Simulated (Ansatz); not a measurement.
## Band table of YAu

```
Y Au
1.0
     3.55900    0.00000    0.00000
     0.00000    3.55900    0.00000
     0.00000    0.00000    3.55900
Y Au
1 1
Direct
  0.50000 0.50000 0.50000
  0.00000 0.00000 0.00000
```

The base volume is that of a database entry, with shape and atoms relaxed on PAW files at held volume, so it needn't be at zero pressure; the structure needn't be the stable phase, at rest or compressed.

All numbers are PBEsol results (scalar-relativistic) from Ansatz 0.2.0, with a Γ-centred 10×10×10 k mesh, Fermi–Dirac smearing of 0.05 eV, no spin polarisation. Methods: LAPW: all electrons, basis error target 1 meV/atom.

Spin–orbit coupling is left out, which matters for the heavy atoms.

Path points, in fractions of the reciprocal vectors: Γ (0.000, 0.000, 0.000), X (0.000, 0.500, 0.000), M (0.500, 0.500, 0.000), R (0.500, 0.500, 0.500). The distance column jumps between branches of the path. Levels in eV from the Fermi level; bands 21 to 34, counted from the lowest band of the run. The gap is zero, the pressure -0.54 GPa.

```
# k(1/Å) point b21 b22 b23 b24 b25 b26 b27 b28 b29 b30 b31 b32 b33 b34
0.000 Γ -22.75 -22.75 -22.75 -7.59 -5.67 -5.67 -4.42 -4.42 -4.42 0.92 0.92 4.52 4.52 4.52
0.126 - -22.77 -22.75 -22.75 -7.50 -5.65 -5.62 -4.42 -4.42 -4.41 0.88 0.92 4.04 4.04 4.49
0.252 - -22.82 -22.75 -22.75 -7.25 -5.59 -5.49 -4.45 -4.45 -4.39 0.75 0.87 3.31 3.31 4.42
0.378 - -22.90 -22.74 -22.74 -6.86 -5.50 -5.29 -4.48 -4.48 -4.35 0.55 0.57 2.65 2.65 4.18
0.504 - -22.98 -22.74 -22.74 -6.38 -5.40 -5.02 -4.52 -4.52 -4.32 -0.16 0.36 2.11 2.11 4.18
0.631 - -23.06 -22.73 -22.73 -5.90 -5.31 -4.62 -4.55 -4.55 -4.28 -1.12 0.17 1.71 1.71 4.08
0.757 - -23.11 -22.73 -22.73 -5.57 -5.24 -4.57 -4.57 -4.26 -4.01 -2.15 0.03 1.47 1.47 4.00
0.883 X -23.12 -22.73 -22.73 -5.47 -5.21 -4.58 -4.58 -4.25 -3.35 -2.94 -0.02 1.38 1.38 3.98
1.009 - -23.12 -22.75 -22.73 -5.46 -5.18 -4.70 -4.60 -4.29 -3.17 -2.96 0.08 1.38 1.49 3.96
1.135 - -23.11 -22.79 -22.72 -5.48 -5.04 -4.93 -4.66 -4.41 -3.00 -2.72 0.35 1.36 1.78 3.93
1.261 - -23.10 -22.86 -22.71 -5.56 -5.18 -4.76 -4.73 -4.57 -3.04 -2.12 0.74 1.26 2.22 3.89
1.387 - -23.08 -22.93 -22.71 -5.68 -5.40 -4.82 -4.72 -4.39 -3.04 -1.44 1.04 1.15 2.74 3.85
1.513 - -23.07 -22.99 -22.70 -5.79 -5.56 -4.90 -4.85 -4.02 -2.98 -0.73 0.71 1.45 3.25 3.82
1.639 - -23.06 -23.04 -22.69 -5.86 -5.66 -4.95 -4.94 -3.78 -2.85 -0.09 0.37 1.51 3.64 3.80
1.765 M -23.05 -23.05 -22.69 -5.89 -5.70 -4.97 -4.97 -3.71 -2.76 0.21 0.21 1.44 3.80 3.80
1.944 - -23.04 -23.04 -22.69 -5.84 -5.62 -4.94 -4.90 -3.84 -2.97 -0.11 0.31 1.56 3.51 3.81
2.122 - -23.01 -23.00 -22.70 -5.79 -5.42 -4.87 -4.72 -4.18 -3.59 -0.40 0.52 1.49 2.92 3.87
2.300 - -22.96 -22.94 -22.72 -5.88 -5.23 -4.76 -4.61 -4.52 -4.31 -0.21 0.70 1.28 2.48 3.98
2.479 - -22.90 -22.87 -22.73 -6.32 -5.30 -5.03 -4.63 -4.55 -4.38 0.34 0.82 1.35 2.44 4.13
2.657 - -22.83 -22.81 -22.74 -6.95 -5.48 -5.37 -4.52 -4.49 -4.36 0.70 0.88 2.21 2.90 4.30
2.835 - -22.77 -22.77 -22.75 -7.42 -5.61 -5.59 -4.44 -4.43 -4.39 0.86 0.91 3.59 3.76 4.46
3.014 Γ -22.75 -22.75 -22.75 -7.59 -5.67 -5.67 -4.42 -4.42 -4.42 0.92 0.92 4.52 4.52 4.52
3.232 - -22.77 -22.77 -22.77 -7.34 -5.57 -5.57 -4.45 -4.45 -4.38 0.88 0.88 3.15 3.97 3.97
3.451 - -22.82 -22.81 -22.81 -6.66 -5.31 -5.31 -4.56 -4.56 -4.38 0.83 0.83 1.78 3.08 3.08
3.669 - -22.88 -22.86 -22.86 -5.74 -4.96 -4.96 -4.71 -4.71 -4.60 0.77 0.77 1.49 2.41 2.41
3.887 - -22.93 -22.92 -22.92 -5.14 -4.86 -4.86 -4.59 -4.59 -4.53 0.21 0.21 2.24 2.61 2.61
4.106 - -22.98 -22.98 -22.98 -5.20 -4.95 -4.95 -4.22 -4.22 -3.59 -0.67 -0.67 2.84 3.53 3.53
4.324 - -23.01 -23.01 -23.01 -5.09 -4.99 -4.99 -3.86 -3.86 -2.56 -1.43 -1.43 1.20 4.70 4.70
4.543 R -23.03 -23.03 -23.03 -4.99 -4.99 -4.99 -3.68 -3.68 -1.77 -1.77 -1.77 -0.01 5.50 5.50
4.721 - -23.03 -23.01 -23.01 -5.06 -5.00 -4.99 -3.87 -3.76 -2.30 -1.64 -1.50 0.88 4.73 5.09
4.899 - -23.04 -22.97 -22.97 -5.20 -5.00 -4.96 -4.23 -4.06 -2.82 -1.37 -0.89 2.53 3.58 4.21
5.078 - -23.05 -22.91 -22.91 -5.28 -4.99 -4.91 -4.59 -4.47 -3.01 -1.30 -0.19 2.48 3.61 4.14
5.256 - -23.08 -22.85 -22.84 -5.25 -5.09 -4.87 -4.82 -4.64 -3.05 -1.67 0.46 1.50 3.47 3.56
5.434 - -23.10 -22.79 -22.78 -5.29 -5.07 -5.06 -4.72 -4.52 -3.02 -2.34 0.71 0.97 2.46 3.79
5.613 - -23.12 -22.74 -22.74 -5.42 -5.17 -4.78 -4.62 -4.33 -3.01 -2.97 0.17 1.28 1.69 3.94
5.791 X -23.12 -22.73 -22.73 -5.47 -5.21 -4.58 -4.58 -4.25 -3.35 -2.94 -0.02 1.38 1.38 3.98
7.039 R -23.03 -23.03 -23.03 -4.99 -4.99 -4.99 -3.68 -3.68 -1.77 -1.77 -1.77 -0.01 5.50 5.50
7.166 - -23.03 -23.03 -23.01 -5.03 -5.00 -5.00 -3.82 -3.68 -2.02 -1.70 -1.70 0.49 4.91 5.49
7.292 - -23.03 -23.03 -22.96 -5.12 -5.00 -5.00 -4.22 -3.68 -2.34 -1.48 -1.48 1.54 3.95 5.47
7.418 - -23.04 -23.04 -22.90 -5.25 -5.00 -5.00 -4.72 -3.69 -2.53 -1.15 -1.15 2.79 3.07 5.44
7.544 - -23.04 -23.04 -22.82 -5.41 -5.20 -4.99 -4.99 -3.70 -2.64 -0.74 -0.74 2.35 4.12 5.05
7.670 - -23.05 -23.05 -22.76 -5.58 -5.55 -4.98 -4.98 -3.70 -2.71 -0.30 -0.30 1.84 4.44 4.44
7.796 - -23.05 -23.05 -22.71 -5.81 -5.66 -4.97 -4.97 -3.71 -2.75 0.06 0.06 1.54 3.98 3.98
7.922 M -23.05 -23.05 -22.69 -5.89 -5.70 -4.97 -4.97 -3.71 -2.76 0.21 0.21 1.44 3.80 3.80
```
